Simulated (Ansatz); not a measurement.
VN:
```xyz
2
Lattice="2.7102 0.0000 0.0000 -1.3551 2.3471 0.0000 0.0000 0.0000 2.6215" Properties=species:S:1:pos:R:3 pbc="T T T"
V      1.3551     0.7824     0.0000
N      0.0000     1.5647     1.3107
```

Relaxed with PBEsol.

Task: Tabulate the valence density and the electron localisation function along the shortest V–N contact (2.04 Å), PBEsol (plane waves, PAW; program Ansatz).

Result: 

| distance from V (Å) | density (e/Å³) | ELF |
|---|---|---|
| 0.20 | 14.16 | 0.72 |
| 0.31 | 11.44 | 0.75 |
| 0.41 | 8.39 | 0.76 |
| 0.51 | 5.54 | 0.72 |
| 0.61 | 3.30 | 0.60 |
| 0.71 | 1.82 | 0.40 |
| 0.82 | 1.02 | 0.22 |
| 0.92 | 0.69 | 0.16 |
| 1.02 | 0.62 | 0.23 |
| 1.12 | 0.69 | 0.46 |
| 1.22 | 0.87 | 0.70 |
| 1.33 | 1.17 | 0.80 |
| 1.43 | 1.63 | 0.82 |
| 1.53 | 2.25 | 0.78 |
| 1.63 | 2.91 | 0.66 |
| 1.74 | 3.41 | 0.43 |
| 1.84 | 3.60 | 0.19 |

The density is the valence pseudo-density with augmentation charge, so density and ELF within about 1 Å of a nucleus are not all-electron values.

Space group P-6m2. The workflow started from a Materials Project entry (that database holds measured and hypothetical structures alike); the Crystallography Open Database copy checked does not list it. It is not the phase usual at ambient conditions (space group No. 225). The cell was relaxed with PBEsol under the symmetry of its start; whether a distortion lowers the energy is not shown. No spin polarisation was allowed.

Potentials: the later of the program's two PAW sets.
